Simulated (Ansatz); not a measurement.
## Structure relaxation, SiW3

The relaxed structure here is a generated cell of SiW3: the first start was made by placing the elements on the sites of a structure type, and the end was not matched to a known phase here, so it may be hypothetical.

The start is a generated cell, SiW3 placed in the AFLOW prototype AB3_hP8_182_c_g (as in Fe3C). The structure is fully relaxed (lattice and positions, P = 0) with r2SCAN (plane waves to 500 eV, PAW, scalar-relativistic; Ansatz, a first-principles code). First-step values are on the input's coarse k-mesh.

Ansatz input (later rounds restart from its end on a renewed k-mesh):
Ansatz 0.2 input:
```yaml
crystal:
  lattice:
    - [5.9512182, 0, 0]
    - [-2.9756091, 5.1539061, 0]
    - [0, 0, 5.1595137]
  atoms:
    - { symbol: W, position: [0.32491, 0, 0] }
    - { symbol: W, position: [0.32491, 0.32491, 0.5] }
    - { symbol: W, position: [0, 0.32491, 0] }
    - { symbol: W, position: [0.67509, 0, 0.5] }
    - { symbol: W, position: [0.67509, 0.67509, 0] }
    - { symbol: W, position: [0, 0.67509, 0.5] }
    - { symbol: Si, position: [0.33333333, 0.66666667, 0.25] }
    - { symbol: Si, position: [0.66666667, 0.33333333, 0.75] }
basis: { ecutwfc: 500, ecutrho_ratio: 4, xc_grid: 4, fft_grid_basis: typed }
kpoints: { mp_grid: { grid: [5, 5, 5] } }
hamiltonian:
  xc: r2scan
  dispersion: none
  pseudopotentials: { kind: paw }
scf: { occupations: { method: fermi_dirac, width: 0.05 } }
relax: { f_tol: 0.01, max_steps: 100, cell: { stress_tol: 0.02 } }
output: { forces: true, stress: true }
```

Q: How large is the pressure on the unrelaxed cell, and of which sign?

A: -24 GPa (negative: the cell is under tension).

Q: How much energy is released per atom?

A: 0.72 eV/atom.

Q: How do the shortest distances between atoms change?

A: The closest pairs of elements (up to four, under 3.6 Å), start → end: Si–W 2.39 → 2.46 Å; W–W 3.22 → 2.68 Å.

Q: What does it relax into? Give the structure.

A: 
```cif
data_Si2W6
_chemical_formula_sum 'W6 Si2'
_space_group_name_H-M_alt 'P6322'
_space_group_IT_number 182
_space_group_name_Hall 'P 6c 2c'
_cell_length_a 5.80232
_cell_length_b 5.80232
_cell_length_c 4.72379
_cell_angle_alpha 90.000
_cell_angle_beta 90.000
_cell_angle_gamma 120.000
loop_
_atom_site_label
_atom_site_type_symbol
_atom_site_symmetry_multiplicity
_atom_site_Wyckoff_symbol
_atom_site_fract_x
_atom_site_fract_y
_atom_site_fract_z
_atom_site_occupancy
W1 W 6 g 0.00000 0.26667 0.00000 1
Si1 Si 2 c 0.33333 0.66667 0.25000 1
```

The space group stays P6₃22 (No. 182) (the run could not lower it); the end is AFLOW prototype AB3_hP8_182_c_g (as in Fe3C), with 8 atoms in the primitive cell. Final values are on a 9×9×10 k-mesh of the relaxed cell. No spin polarisation in the result.

The run could not lower the symmetry of its start; a shaken copy of this end point relaxes with r2SCAN to P6₃/mmc (No. 194), 0.56 eV/atom lower.
